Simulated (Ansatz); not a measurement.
LaAlH6 in space group R-3m (No. 166; La on 3b, Al on 3a, H on 18h) under volume change, plane-wave PAW r²SCAN (Ansatz code), shape and atoms relaxed at each volume.

```
V (Å³/atom)  E − E(relaxed) (meV/atom)  P (GPa)
-----------  -------------------------  -------
8.796                             19.3     7.70
9.086                              8.1     4.73
9.376                              1.9     2.20
9.666                              0.0     0.00
9.956                              1.7    -1.87
10.246                             6.6    -3.46
10.536                            14.1    -4.79
```

**Question.** What does a third-order Birch–Murnaghan fit give for V₀, B₀ and B′?

**Answer.** V₀ = 9.67 Å³/atom, B₀ = 66.9 GPa, B′ = 4.2.

The first step of the workflow began from a Materials Project structure, measured or hypothetical; the Crystallography Open Database copy checked does not list it. Its standing as an ambient phase is unchecked. The cell was relaxed with r²SCAN under the symmetry of its start; whether a distortion lowers the energy is not shown. Scalar-relativistic: spin–orbit coupling is off unless named, which matters more the heavier the elements.

Potentials: the later of the program's two PAW sets.
